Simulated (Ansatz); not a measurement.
**B2P and the effect of the functional**

It takes space group R-3m (No. 166, trigonal). Conventional cell: a = 3.030 Å, b = 3.030 Å, c = 11.775 Å, α = 90.00°, β = 90.00°, γ = 120.00°. Around B (site symmetry 3m) lie 1 B at 1.66 Å. P (site symmetry -3m) has 6 B at 2.08 Å as nearest neighbours.

The cell comes from a database or a generator and needn't be the stable form of this composition.

Kept alike: task band structure; k mesh 10 × 10 × 10; occupations fermi-dirac, width 0.05 eV; no spin polarisation. Program: Ansatz, Ansatz PAW, cutoff 420 eV. The mesh is that of the run's cell of 3 atoms. No spin-orbit coupling.

| functional | pressure (GPa) |
| --- | --- |
| BLYP | 6.00 |
| LDA | -6.25 |
| PBE | -0.23 |
| PBEsol | -3.18 |
| RPBE | 2.43 |
| revPBE | 1.82 |

Pressure is positive in compression, with a Pulay correction for the finite cutoff. For a metal such a mesh leaves the last digits unconverged. All rows use potentials made for PBE.

Q: What does the functional change here?

A: The pressure runs from -6.25 (LDA) to 6.00 GPa (BLYP). From PBE: BLYP +6.23; LDA -6.02; PBEsol -2.95; RPBE +2.66; revPBE +2.05.
